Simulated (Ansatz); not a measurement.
Relaxed Y (hcp, Mg type):

```
CELL_PARAMETERS angstrom
      7.36515     0.00000     0.00000
     -1.84129     3.18920     0.00000
      0.00000     0.00000     5.69848
ATOMIC_POSITIONS crystal
  Y  0.16667 0.66667 0.75000
  Y  0.66667 0.66667 0.75000
  Y  0.33333 0.33333 0.25000
  Y  0.83333 0.33333 0.25000
```

Scan: atom 2 (Y, nearest neighbour Y at 3.555 Å; its periodic images, 3.7 Å or more away, move with it) is displaced along Cartesian x, direction (1.000, 0.000, 0.000) in Cartesian axes, by s. The other atoms stay.

These are r2SCAN (plane waves to 500 eV, PAW, scalar-relativistic; Ansatz, a program for electronic structure) values and carry that method's errors. k mesh 6×12×7 (Γ-centred), Fermi-Dirac smearing 0.05 eV. E stands for the smeared free energy. With partly filled bands, energies and forces of such displacements shift with the k mesh and the smearing. Y is run without spin polarisation. Y was relaxed with its symmetry unable to fall. The zero of ΔE is the undisplaced structure. The last digit holds for this mesh only.

```json
[
 {"s (Å)": "-0.710", "ΔE (meV/cell)": "816.3"},
 {"s (Å)": "-0.568", "ΔE (meV/cell)": "528.9"},
 {"s (Å)": "-0.426", "ΔE (meV/cell)": "299.9"},
 {"s (Å)": "-0.284", "ΔE (meV/cell)": "134.2"},
 {"s (Å)": "-0.142", "ΔE (meV/cell)": "33.8"},
 {"s (Å)": "0.000", "ΔE (meV/cell)": "0.0"},
 {"s (Å)": "0.142", "ΔE (meV/cell)": "33.8"},
 {"s (Å)": "0.284", "ΔE (meV/cell)": "133.0"},
 {"s (Å)": "0.426", "ΔE (meV/cell)": "292.2"},
 {"s (Å)": "0.568", "ΔE (meV/cell)": "withheld"},
 {"s (Å)": "0.710", "ΔE (meV/cell)": "776.6"}
]
```

Q: Fit a polynomial form (powers 2, 3, 4) to the given rows and predict ΔE at s = 0.568.

A: Least squares on the 10 given rows: ΔE = (1662)·s² + (-54.83)·s³ + (-163.5)·s⁴, in meV/cell with s in Å; root-mean-square residual 0.51 meV/cell. At 0.568 the fit gives 509.1 meV/cell; the calculation gives 507.3 meV/cell, so the interpolation is off by 1.8 (+0.4 %). The quadratic term alone would give 536.2 meV/cell.

(A displaced cell: forces are minus the slopes of the energy, force constants its curvatures, and phonons follow from these.)
